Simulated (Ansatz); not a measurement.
**Fe (dhcp): energy against volume**

These are results of DFT, r2SCAN, plane waves (500 eV) with PAW, scalar-relativistic in Ansatz 0.2.0, not measurements. The PAW files were generated under PBE, with cores re-solved for the functional.

The cell is scaled uniformly from the relaxed one, with fractional coordinates and shape fixed. Energies are extrapolated to zero smearing, pressures are those at the given smearing. Magnetic state: ferromagnetic.

A Birch-Murnaghan fit gives V₀ = 12.19 Å³/atom, B₀ = 171 GPa, B₀′ = 3.8.

(1) What are the energy above the minimum and the pressure at 11.180 Å³/atom?

(2) What are the energy above the minimum and the pressure at 11.666 Å³/atom?

(3) What are the energy above the minimum and the pressure at 13.610 Å³/atom?

Answers

(1) 51.3 meV/atom and 17.41 GPa as computed.

(2) 12.9 meV/atom and 8.23 GPa as computed.

(3) 73.6 meV/atom and -14.24 GPa as computed.
